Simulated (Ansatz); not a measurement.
Input:

ZrGe:
Space group Pnma (No. 62); a = 7.0979 Å, b = 3.9209 Å, c = 5.4058 Å, α = 90.00°, β = 90.00°, γ = 90.00°

| atom | site | symmetry | x | y | z |
|---|---|---|---|---|---|
| Zr | 4c | .m. | 0.1777 | 0.2500 | 0.6319 |
| Ge | 4c | .m. | 0.0474 | 0.2500 | 0.1531 |

This is the r²SCAN-relaxed structure.

All from plane-wave PAW r²SCAN (Ansatz code), unless another level is named. Give the electronic character.

metallic (no gap).

And the density of states at the Fermi level?

0.12 states/eV per atom (mean over ±0.08 eV).

What about the formation energy from the elements (no fitted shifts)?

-0.88 eV/atom.

The workflow started from a Materials Project entry (that database holds measured and hypothetical structures alike); the Crystallography Open Database copy checked does not list it. Its standing as an ambient phase is unchecked. The r²SCAN relaxation kept the symmetry of its start; its stability against distortions is not shown here. No spin polarisation was allowed. The references are the lowest solids computed at this level, not always the standard phases. Scalar-relativistic: spin–orbit coupling is off unless named, which matters more the heavier the elements.

Potentials: the later of the program's two PAW sets.
